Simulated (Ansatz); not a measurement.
The relaxed structure here is a generated cell of VBiO4: the first start was made by placing the elements on the sites of a structure type, and the end was not matched to a known phase here, so it may be hypothetical. Known forms of VBiO4 include space group No. 88.

A relaxed structure of VBiO4. Space group P6/mmm (No. 191). Method: r2SCAN (plane waves to 500 eV, PAW, scalar-relativistic; Ansatz, a quantum-chemistry and plane-wave program).

```cif
data_BiO4V
_chemical_formula_sum 'V1 Bi1 O4'
_space_group_name_H-M_alt 'P6/mmm'
_space_group_IT_number 191
_space_group_name_Hall '-P 6 2'
_cell_length_a 3.62008
_cell_length_b 3.62008
_cell_length_c 5.64571
_cell_angle_alpha 90.000
_cell_angle_beta 90.000
_cell_angle_gamma 120.000
loop_
_atom_site_label
_atom_site_type_symbol
_atom_site_symmetry_multiplicity
_atom_site_Wyckoff_symbol
_atom_site_fract_x
_atom_site_fract_y
_atom_site_fract_z
_atom_site_occupancy
V1 V 1 b 0.00000 0.00000 0.50000 1
Bi1 Bi 1 a 0.00000 0.00000 0.00000 1
O1 O 4 h 0.33333 0.66667 0.28250 1
```

Question: What magnetic moment does r2SCAN give?

Answer: Net 0.14 μB/atom, spin-polarised, with opposite induced moments.

Spin state reached: spin-polarised, with opposite induced moments (net 0.14 μB/atom), from parallel starting moments; other spin orders were not run from this start. The d or f electrons are treated with no Hubbard U.

The run could not lower the symmetry of its start; a shaken copy of this end point relaxes with r2SCAN to P2₁ (No. 4), 1.91 eV/atom lower.
